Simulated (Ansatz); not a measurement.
HfO₂ in space group P4_2/nmc (No. 137; Hf on 2a, O on 4d), LDA in the plane-wave PAW code Ansatz. The conduction-band minimum lies at Γ, with 1 equivalent valley. Second derivatives d²E/dk² of the lowest band at one valley (eV·Å²), along Cartesian directions:

```tsv
direction	d²E/dk²
[100]	10.04
[010]	10.04
[001]	7.780
[110]	10.04
[101]	8.911
[011]	8.911
```

Problem. Find the principal effective masses, the density-of-states mass and the conductivity mass.

Solution. Off-diagonal terms follow from H_xy = H[110] − (H_xx + H_yy)/2, and m*/mₑ = 7.620 eV·Å² over each eigenvalue: 0.76, 0.76, 0.98. One valley's DOS mass (m₁m₂m₃)^(1/3) = 0.83, conductivity mass 3/(Σ 1/mᵢ) = 0.82 mₑ.

Problem. What effective density of states Nc follows at 300 K for parabolic valleys?

Solution. Nc = 2.509e19 × 1 × (0.83)^(3/2) ≈ 1.9e19 cm⁻³.

Problem. With the computed static dielectric constant 56.8 (mean of the diagonal), estimate a hydrogenic donor's binding energy and radius.

Solution. E = 13.606 eV × 0.82/56.8² ≈ 3.5 meV; a = 0.529 Å × ε/m* ≈ 37 Å. Semilocal masses tend to be too small where the gap is.

This is a known high-temperature phase of the composition, computed here at zero pressure and temperature. The cell was relaxed with LDA under the symmetry of its start; phonons on a q-mesh show no instability. No spin polarisation was allowed. Spin–orbit coupling is left out wherever it is not named.

Potentials: the earlier of the program's two PAW sets.
